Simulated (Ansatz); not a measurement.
## Yb (fcc, Cu type), energy against volume

Yb (fcc, Cu type)

```
Yb
1.0
    0.00000     2.59899     2.59899
    2.59899     0.00000     2.59899
    2.59899     2.59899     0.00000
Yb
1
Direct
  0.00000   0.00000   0.00000
```

E(V) scan at fixed shape, V₀ the volume above. Symmetry pins the atoms to their sites.

Level of theory: r2SCAN (plane waves to 500 eV, PAW, scalar-relativistic; Ansatz, a quantum-chemistry and plane-wave program). k mesh 15×15×15 (Γ-centred), Fermi-Dirac smearing 0.05 eV. The energy includes the smearing's −TS. Compression counts positive. The PAW data are Ansatz's earlier set. The relaxed volume of Yb is well below the measured one. Yb is run without spin polarisation. Yb was relaxed with its symmetry unable to fall. The f-shell state is unchecked: a lower one may exist. ΔE is measured from the relaxed starting cell.

| a (Å) | ΔE (meV/atom) | P (GPa) |
|---|---|---|
| 5.0186 | 26 | 2.5 |
| 5.0646 | 14 | 1.8 |
| 5.1099 | 6 | 1.1 |
| 5.1543 | 2 | 0.6 |
| 5.1980 | 0 | 0.0 |
| 5.2409 | 1 | -0.5 |
| 5.2832 | 5 | -0.9 |
| 5.3248 | 11 | -1.3 |
| 5.3658 | 19 | -1.6 |

Key numbers:

The pressure at the smallest volume is 2.5 GPa and the energy cost of the largest compression is 26 meV/atom. The energy cost of the largest expansion is 19 meV/atom, the bulk modulus B₀ (third-order Birch-Murnaghan fit) is 20.3 GPa and the pressure derivative B₀′ (fit) is 3.3. The equilibrium volume of the fit is 35.13 Å³/atom and the pressure for 5 % compression (fit) comes out as 1.1 GPa.

(Under strain, the slope of the energy per volume gives the stress and its curvature an elastic modulus.)
